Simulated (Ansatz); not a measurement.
Property card for Au

Au:
```
CELL_PARAMETERS angstrom
      0.00000     3.01329     3.01329
      3.01329     0.00000     3.01329
      3.01329     3.01329     0.00000
ATOMIC_POSITIONS crystal
  Au 0.00000 0.00000 0.00000
  Au 0.25000 0.25000 0.25000
```

Space group Fd-3m (No. 227), diamond; conventional cell a = b = c = 6.027 Å, α = β = γ = 90.00°.

Method: plane-wave PAW PBEsol (Ansatz code). The cell and atoms are relaxed at this level. Other levels are named where they apply.

Cell and energy:

* **Volume per atom**: 27.36 Å³
* **Density**: 11.95 g/cm³

Electronic structure:

- Electronic character = metallic (no gap)
- Density of states at the Fermi level = 0.42 states/eV per atom (mean over ±0.08 eV)
- Gap with spin–orbit coupling = none (metallic)

Mechanics:

- Bulk modulus (Birch–Murnaghan fit): 68.2 GPa
- Pressure derivative B′: 5.7
- Elastic constants (relaxed ions, GPa): C11 = 59.8, C12 = 72.7, C44 = -10.1
- Mechanical stability: unstable (C has a negative eigenvalue)

Phonons:

Highest zone-centre frequency: 131 cm⁻¹
Zone-centre stability: no imaginary mode at Γ

The start of the workflow was typed in or built on a structure type; neither database checked (COD, Materials Project) lists it. It is not the phase usual at ambient conditions (space group No. 225). The PBEsol relaxation kept the symmetry of its start. As this level gives no gap, shear constants depend on the k-mesh and smearing (Fermi–Dirac, 0.1 eV here). As this level gives no gap, phonon frequencies hold no LO–TO term and depend on the k-mesh and smearing (Fermi–Dirac, 0.1 eV here). Scalar-relativistic: spin–orbit coupling is off unless named, which matters more the heavier the elements.

Potentials: the earlier of the program's two PAW sets. The files were generated under PBE; for other functionals the program regenerates the frozen cores, and for LDA and PBEsol the local potential too.
